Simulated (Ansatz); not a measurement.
## Phonon spectrum of LiSi₂

Computed with DFT PBE, scalar-relativistic, plane waves, PAW in Ansatz 0.2.0. Settings: 420 eV plane-wave cutoff, Γ-centred 12×12×6 mesh, Fermi-Dirac smearing of 0.15 eV. No spin polarisation. Phonons by linear response, acoustic sum rule imposed.

Relaxed structure:
```xyz
6
Lattice="1.9079 -4.0535 0.0000 1.9079 4.0535 0.0000 0.0000 0.0000 5.9386" Properties=species:S:1:pos:R:3 pbc="T T T"
Li    1.9079   -3.7232    1.4846
Li    1.9079    3.7232    4.4539
Si    1.9079   -1.2892    0.2649
Si    1.9079    1.2892    3.2342
Si    1.9079   -1.2892    2.7043
Si    1.9079    1.2892    5.6736
```

It was reached by relaxing an invented guess, and it needn't be the stable form of this composition. In a metal, frequencies and elastic constants depend on the k mesh and the smearing, soft modes and shear constants most. The q mesh is coarse, so values between its points are rough.

Force constants from linear response on a 2×2×1 q mesh.

**Question.** Is the structure dynamically stable on this mesh?

**Answer.** Yes, on this mesh: no mode is imaginary.

**Question.** Give the frequencies (cm⁻¹; i marks imaginary ones) at the irreducible q points, in fractions of the reciprocal vectors.

**Answer.**
| q | star | frequencies |
| --- | --- | --- |
| 0.000 0.000 0.000 | 1 | 0 0 0 146 165 229 234 288 290 309 310 320 325 339 346 348 375 379 |
| 0.000 -0.500 0.000 | 2 | 105 114 165 184 185 206 224 235 271 276 277 318 318 330 358 368 371 384 |
| -0.500 -0.500 0.000 | 1 | 107 145 149 152 181 190 232 235 251 265 288 333 337 354 369 369 370 391 |
